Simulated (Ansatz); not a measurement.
B4C:
```
CELL_PARAMETERS angstrom
      4.37616     2.79698     0.00000
     -4.37616     2.79698     0.00000
     -2.43083     0.00000     4.42055
ATOMIC_POSITIONS crystal
  B  0.49185 0.50815 0.83743
  B  0.50230 0.17581 0.48472
  B  0.82419 0.49770 0.48472
  B  0.49388 0.83101 0.50461
  B  0.16899 0.50612 0.50461
  B  0.30656 0.69344 0.18059
  B  0.69000 0.31000 0.81184
  B  0.30322 0.18819 0.69478
  B  0.81181 0.69678 0.69478
  B  0.69603 0.81744 0.29920
  B  0.18256 0.30397 0.29920
  B  0.00052 0.99948 0.98906
  C  0.50303 0.49697 0.17500
  C  0.12422 0.87578 0.88158
  C  0.87946 0.12054 0.10397
```

Tensor components refer to the Cartesian frame of this cell.

Question: Give the proper piezoelectric stress tensor with relaxed ions from the program Ansatz at the r²SCAN level (PAW).

Answer: In C/m², rows x, y, z, Voigt columns; mesh uncertainty up to 0.00.
```
 0.06  -0.05  -0.01   0.00   0.05   0.00
 0.00   0.00   0.00   0.23   0.00  -0.20
-0.02   0.13   0.05   0.00  -0.10   0.00
```

The elastic tensor of the same run (GPa):

```
  522   97.0   92.1    0.0  -34.8    0.0
 97.0    569   88.2    0.0   49.9    0.0
 92.1   88.2    576    0.0   36.7    0.0
  0.0    0.0    0.0    216    0.0   36.2
-34.8   49.9   36.7    0.0    205    0.0
  0.0    0.0    0.0   36.2    0.0    197
```

Question: Convert to strain constants d = e·S.

Answer: In pC/N:
```
 0.2  -0.1   0.0   0.0   0.3   0.0
 0.0   0.0   0.0   1.3   0.0  -1.2
-0.1   0.3   0.1   0.0  -0.6   0.0
```

Space group Cm. The first step of the workflow began from a Materials Project structure, measured or hypothetical; the Crystallography Open Database copy checked does not list it. Its standing as an ambient phase is unchecked. The r²SCAN relaxation kept the symmetry of its start; of distortions, only those at the zone centre were tested.

Potentials: the earlier of the program's two PAW sets.
